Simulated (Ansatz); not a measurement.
CoSi₂ (Fm-3m): electronic heat capacity and spin susceptibility from the density of states

These are results of DFT PBEsol, scalar-relativistic, plane waves, PAW in Ansatz 0.2.0, not measurements.

Settings: cutoff 420 eV, Γ-centred mesh 14×14×14 on the computed 3-atom cell, Gaussian smearing of 0.10 eV; no spin polarisation.

Relaxed cell: Fm-3m, a = 5.312 Å, b = 5.312 Å, c = 5.312 Å, α = 90.00°, β = 90.00°, γ = 90.00°, 3 atoms in the primitive cell.

The density of states at the Fermi level is 1.012 states/eV in the cell of 3 atoms (1 formula unit; both spins, tetrahedra on a 21×21×21 mesh).

**Question.** What Sommerfeld coefficient and Pauli susceptibility does this give?

**Answer.** Per formula unit N(E_F) = 1.012 states/eV. γ = (π²/3) k_B² N(E_F) N_A = 2.357 mJ/(mol K²) per state/eV, so γ = 2.4 mJ/(mol K²), a mole of formula units. χ_P = μ_B² N(E_F) N_A = 3.23×10⁻⁵ emu/mol per state/eV gives 3.3×10⁻⁵ emu/mol. This is the bare band result: a measured γ of the same phase is as a rule larger by a factor 1 + λ from phonons and spin fluctuations, the spin part of χ is larger by the Stoner factor, and a measured χ also holds orbital and core terms. N(E_F) at one energy is sensitive to the mesh where the density of states has sharp peaks.

A ferromagnetic start lost its moments in a first run, so spin was left out; other magnetic orders weren't tried.